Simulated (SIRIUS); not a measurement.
Worked example: self-consistent single point of Ge (Imma, 2 atoms in the cell; from Materials Project mp-32, changed as shown) in SIRIUS.

Level of theory: SIRIUS 7.12.0 with PBEsol, FP-LAPW (LAPW with two local orbitals a valence shell; core below -3 Ha), all-electron full potential with ZORA scalar-relativistic valence and Dirac core.

The change in words: atom 2 moved by +0.15 angstrom along z; unit_cell.atom_type_rmt: {Ge: 2.25} bohr → {Ge: 2.22} bohr. Reference geometry (Fd-3m):
```xyz
2
Lattice="0.0000 2.8374 2.8374 2.8374 0.0000 2.8374 2.8374 2.8374 0.0000" Properties=species:S:1:pos:R:3 pbc="T T T"
Ge     2.8374     2.8374     2.8374
Ge     4.2561     4.2561     4.2561
```

Reference input (self-consistent single point, DFT, PBEsol, FP-LAPW (LAPW with two local orbitals a valence shell; core below -3 Ha), all-electron full potential with ZORA scalar-relativistic valence and Dirac core): parameters.ngridk = 14 14 14; basis = LAPW with two local orbitals a valence shell, core below -3 Ha; unit_cell.atom_type_rmt = {Ge: 2.25} bohr; parameters.xc_functionals = [XC_GGA_X_PBE_SOL, XC_GGA_C_PBE_SOL]; parameters.aw_cutoff = 7; parameters.pw_cutoff = 20 1/bohr; parameters.smearing = fermi_dirac; parameters.smearing_width = 0.00367493 Ha; parameters.electronic_structure_method = full_potential_lapwlo; parameters.lmax_apw = 8; parameters.lmax_rho = 8; parameters.lmax_pot = 8. This run's input differs from it in these lines:

```diff
@@ -46,3 +46,3 @@
     "atom_type_rmt": {
-      "Ge": 2.25
+      "Ge": 2.22
     },
@@ -51,3 +51,3 @@
         [0.5, 0.5, 0.5],
-        [0.75, 0.75, 0.75]
+        [0.776432, 0.776432, 0.723568]
       ]
```

Log, with long lists cut:

```
[find] density tolerance         : 1e-06
[find] total energy tolerance    : 1e-07
[find] iter_solver_tol (initial) : 0.01
[find] iter_solver_tol (target)  : 1e-13
[find] num_dft_iter              : 100
Charges and magnetic moments
--------------------------------------------------------------------------------
atom      charge    core leakage
--------------------------------------------------------------------------------
   0   30.142786    0.000000e+00
   1   30.142786    0.000000e+00

total core leakage    : 0.00000000e+00
interstitial charge   : 3.714427
total charge          : 64.000000
[find] | SCF iteration   0 out of 100|
   [... lines left out ...]
[find]    1   30.152900    9.408246e-04
[find] total core leakage    : 1.88164921e-03
[find] interstitial charge   : 3.692317
[find] total charge          : 63.998117
[find] Energy
[find] smearing (-TS)                 :      -0.00014438
[find] Total energy                   :   -4195.13170638 (Ha),   -8390.26341276 (Ry)
[find] Free energy (E-TS)             :   -4195.13185076 (Ha),   -8390.26370152 (Ry)
[find] band gap (eV)                  :       0.00000000
[find] Efermi                         :       0.19129861
[find] iteration : 11, RMS (target) : 1.9988e-07 (1.0000e-06) , energy difference (target) : 1.8363e-09 (1.0000e-07)
[find] converged after 12 SCF iterations!
Warning in function "check_num_electrons" at src/density/density.cpp:1179
wrong number of electrons
  obtained value : 63.9981
  target value : 64
  difference : 0.00188278
  total core leakage : 0.00188165
    atom class : 0, core leakage : 0.000940825
[find] Charges and magnetic moments
[find] atom      charge    core leakage
[find]    0   30.152900    9.408246e-04
[find]    1   30.152900    9.408246e-04
[find] total core leakage    : 1.88164921e-03
[find] interstitial charge   : 3.692317
[find] total charge          : 63.998117
[find] Energy
[find] smearing (-TS)                 :      -0.00014438
[find] Total energy                   :   -4195.13170638 (Ha),   -8390.26341276 (Ry)
[find] Free energy (E-TS)             :   -4195.13185076 (Ha),   -8390.26370152 (Ry)
[find] band gap (eV)                  :       0.00000000
[find] Efermi                         :       0.19129861
[ground_state] ==== total Forces in Ha/bohr =====
[ground_state] atom:    0, force:       0.0000000      0.0000000      0.0309870
[ground_state] atom:    1, force:      -0.0000000     -0.0000000     -0.0309870
```

The run converged in 12 iterations. Against the reference run the largest force goes from 0.000 to 1.593 eV/Å.

Forces above 1 eV/Å remain at this geometry. The structure comes from a collection of computed structures, made at another level of theory; the collection holds predicted forms beside known ones. Values depend on the basis (sphere radii, cutoffs, local orbitals), which need not be converged.

Cost on one core: very roughly 2.5 core-minutes.

The gap that the log prints is read on the run's mesh, which can miss the band edges or a crossing.
